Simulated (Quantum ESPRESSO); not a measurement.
# Ta3Sn3TiCu: input and log of a self-consistent run

Computed values, not a measurement. The program is pw.x of Quantum ESPRESSO 7.5 (plane-wave density functional theory). The cell is made up: eight metal atoms on a face-centred cubic lattice, with elements, volume, strain and displacements drawn at random and not relaxed, so it may be unstable or far from any real phase. PseudoDojo standard norm-conserving files set the functional (PBE unless stated); there is no spin polarisation or spin-orbit coupling, the Fermi-Dirac width of 0.25 eV means electrons at about 2900 K, and the masses in the input are unused placeholders. The copper pseudopotential is less sure than most, with forces differing by about three percent and pressure by about two GPa from a second method on plain copper. The tin pseudopotential is less sure than most, with forces differing by about three percent from a second method on plain tin. Heavy elements are run without spin-orbit coupling, which real alloys of them have. A spin test at this wide smearing found no moment, but such smearing suppresses magnetism that the real alloy may have.

Input:

```
&control calculation='scf', pseudo_dir='./dojo.nc.sr.pbe.v0_5.standard.upf', outdir='./o', disk_io='minimal', tprnfor=.true., tstress=.true. /
&system ibrav=0, nat=8, ntyp=4, nbnd=69, ecutwfc=92.02030273, nosym=.true., tot_charge=0,
 occupations='smearing', smearing='fd', degauss=0.0183746611
/
&electrons conv_thr=1.470e-08, electron_maxstep=70, mixing_beta=0.5 /
ATOMIC_SPECIES
Cu 1.0 Cu.upf
Sn 1.0 Sn.upf
Ta 1.0 Ta.upf
Ti 1.0 Ti.upf
CELL_PARAMETERS angstrom
2.1629 4.2746 2.0656
2.106 -4.2915 2.1564
4.3425 0.0739 -4.2955
ATOMIC_POSITIONS angstrom
Ta 0.0022 -0.0004 -0.0287
Ta 2.2007 0.0519 -2.1435
Sn 2.1477 -2.1379 -0.0061
Ti 4.3113 -2.0954 -2.1347
Ta 2.1699 2.1349 -0.0744
Cu 4.3455 2.2156 -2.202
Sn 2.136 -0.0549 2.1045
Sn 4.2729 0.0005 -0.0571
K_POINTS automatic
5 5 4 1 1 1
```

The log is shortened where brackets say so; the opening notice, blank lines, dates and the lines on written files are dropped, and the path of the files is cut. It prints rydbergs, bohrs and kilobars, and counts compression as positive stress. Its total energy is the free energy E - TS of the whole cell.

```
     Program PWSCF v.7.5
     Parallel version (MPI & OpenMP), running on       4 processor cores
     Number of MPI processes:                 4
     Threads/MPI process:                     1
     [start-up lines left out]
     bravais-lattice index     =            0
     lattice parameter (alat)  =       9.8587  a.u.
     unit-cell volume          =    1059.7562 (a.u.)^3
     number of atoms/cell      =            8
     number of atomic types    =            4
     number of electrons       =       112.00
     number of Kohn-Sham states=           69
     kinetic-energy cutoff     =      92.0203  Ry
     charge density cutoff     =     368.0812  Ry
     scf convergence threshold =      1.5E-08
     mixing beta               =       0.5000
     number of iterations used =            8  plain     mixing
     Exchange-correlation= PBE
                           (   1   4   3   4   0   0   0)
     [axes and pseudopotential details left out]
   Cartesian axes
     site n.     atom                  positions (alat units)
         1        Ta     tau(   1) = (   0.0004217  -0.0000767  -0.0055013  )
         2        Ta     tau(   2) = (   0.4218328   0.0099483  -0.4108686  )
         3        Sn     tau(   3) = (   0.4116737  -0.4097952  -0.0011693  )
         4        Ti     tau(   4) = (   0.8263951  -0.4016488  -0.4091819  )
         5        Ta     tau(   5) = (   0.4159290   0.4092202  -0.0142611  )
         6        Cu     tau(   6) = (   0.8329506   0.4246889  -0.4220820  )
         7        Sn     tau(   7) = (   0.4094310  -0.0105233   0.4033931  )
         8        Sn     tau(   8) = (   0.8190346   0.0000958  -0.0109450  )
     number of k points=    50  Fermi-Dirac smearing, width (Ry)=  0.0184
                       cart. coord. in units 2pi/alat
        k(    1) = (   0.1973048  -0.0008057   0.0476341), wk =   0.0400000
        k(    2) = (   0.3474820  -0.0034129  -0.1042218), wk =   0.0400000
     [further k points left out]
     Dense  grid:   126383 G-vectors     FFT dimensions: (  64,  64,  72)
     Estimated max dynamical RAM per process >     444.43 MB
     Estimated total dynamical RAM >       1.65 GB
     Initial potential from superposition of free atoms
     starting charge     111.9907, renormalised to     112.0000
     Starting wfcs are   77 randomized atomic wfcs
     total cpu time spent up to now is        8.4 secs
     per-process dynamical memory:   340.0 Mb
     Self-consistent Calculation
     iteration #  1     ecut=    92.02 Ry     beta= 0.50
     Davidson diagonalization with overlap
     ethr =  1.00E-02,  avg # of iterations =  2.4
     total cpu time spent up to now is       29.8 secs
     total energy              =   -1354.25507070 Ry
     estimated scf accuracy    <      10.36885470 Ry
     iteration #  2     ecut=    92.02 Ry     beta= 0.50
     Davidson diagonalization with overlap
     ethr =  9.26E-03,  avg # of iterations =  3.0
     total cpu time spent up to now is       54.6 secs
     total energy              =   -1360.22939400 Ry
     estimated scf accuracy    <      25.56957312 Ry
     iteration #  3     ecut=    92.02 Ry     beta= 0.50
     Davidson diagonalization with overlap
     ethr =  9.26E-03,  avg # of iterations =  2.2
     total cpu time spent up to now is       75.1 secs
     total energy              =   -1361.61906577 Ry
     estimated scf accuracy    <       4.22877813 Ry
     iteration #  4     ecut=    92.02 Ry     beta= 0.50
     Davidson diagonalization with overlap
     ethr =  3.78E-03,  avg # of iterations =  4.4
     total cpu time spent up to now is       94.9 secs
     total energy              =   -1361.52258092 Ry
     estimated scf accuracy    <       2.14738188 Ry
     iteration #  5     ecut=    92.02 Ry     beta= 0.50
     Davidson diagonalization with overlap
     ethr =  1.92E-03,  avg # of iterations =  2.6
     total cpu time spent up to now is      113.3 secs
     total energy              =   -1361.38904467 Ry
     estimated scf accuracy    <       1.34669147 Ry
     [iterations 6 to 12 left out]
     iteration # 13     ecut=    92.02 Ry     beta= 0.50
     Davidson diagonalization with overlap
     ethr =  3.77E-08,  avg # of iterations =  2.0
     total cpu time spent up to now is      277.7 secs
     total energy              =   -1361.33247814 Ry
     estimated scf accuracy    <       0.00000849 Ry
     iteration # 14     ecut=    92.02 Ry     beta= 0.50
     Davidson diagonalization with overlap
     ethr =  7.58E-09,  avg # of iterations =  2.0
     total cpu time spent up to now is      294.9 secs
     total energy              =   -1361.33247905 Ry
     estimated scf accuracy    <       0.00000035 Ry
     iteration # 15     ecut=    92.02 Ry     beta= 0.50
     Davidson diagonalization with overlap
     ethr =  3.16E-10,  avg # of iterations =  4.5
     total cpu time spent up to now is      314.6 secs
     total energy              =   -1361.33247912 Ry
     estimated scf accuracy    <       0.00000011 Ry
     iteration # 16     ecut=    92.02 Ry     beta= 0.50
     Davidson diagonalization with overlap
     ethr =  9.93E-11,  avg # of iterations =  2.7
     total cpu time spent up to now is      332.3 secs
     total energy              =   -1361.33247913 Ry
     estimated scf accuracy    <       0.00000010 Ry
     iteration # 17     ecut=    92.02 Ry     beta= 0.50
     Davidson diagonalization with overlap
     ethr =  9.08E-11,  avg # of iterations =  1.7
     total cpu time spent up to now is      348.8 secs
     End of self-consistent calculation
     [lines on levels left out]
!    total energy              =   -1361.33247913 Ry
     estimated scf accuracy    <          7.2E-09 Ry
     smearing contrib. (-TS)   =      -0.10093130 Ry
     internal energy E=F+TS    =   -1361.23154783 Ry
     The total energy is F=E-TS. E is the sum of the following terms:
     one-electron contribution =    -486.78846635 Ry
     hartree contribution      =     306.98413621 Ry
     xc contribution           =    -285.13795858 Ry
     ewald contribution        =    -896.28925911 Ry
     convergence has been achieved in  17 iterations
     Forces acting on atoms (cartesian axes, Ry/au):
     atom    1 type  3   force =    -0.00902036   -0.00245690    0.01438545
     atom    2 type  3   force =     0.00292544   -0.00646647   -0.01848985
     atom    3 type  2   force =    -0.01033462   -0.00574298   -0.00640260
     atom    4 type  4   force =    -0.00053421   -0.00431287   -0.00738934
     atom    5 type  3   force =     0.00434086    0.00219773    0.00770347
     atom    6 type  1   force =     0.00068940   -0.00177328    0.00005247
     atom    7 type  2   force =    -0.02550332    0.01348440    0.02774146
     atom    8 type  2   force =     0.03743681    0.00507036   -0.01760105
     Total force =     0.066078     Total SCF correction =     0.000209
     Computing stress (Cartesian axis) and pressure
          total   stress  (Ry/bohr**3)                   (kbar)     P=      -29.10
  -0.00034892   0.00003875  -0.00001629          -51.33        5.70       -2.40
   0.00003875   0.00008948   0.00013781            5.70       13.16       20.27
  -0.00001629   0.00013781  -0.00033404           -2.40       20.27      -49.14
     init_run     :      7.95s CPU      8.31s WALL (       1 calls)
     electrons    :    334.72s CPU    340.41s WALL (       1 calls)
     forces       :      2.75s CPU      2.78s WALL (       1 calls)
     stress       :      9.37s CPU      9.62s WALL (       1 calls)
     [timing details left out]
     PWSCF        :   5m54.88s CPU   6m 1.22s WALL
     JOB DONE.
```

In other units: free energy -18521.872 eV for the cell, pressure -2.91 GPa, largest force component 0.963 eV/Å in size. The run took 363 s of wall time with four MPI processes on a shared machine (Intel Xeon, 2023 or later, virtual cores), so the time is rough. A rerun of this cell at a higher cutoff and on a denser mesh moved values by no more than 0.006 eV in energy, 0.07 GPa in stress and 0.009 eV/Å in force, and a second program with other atomic files agreed on that cell to 2 % rms in force and 0.5 GPa in pressure.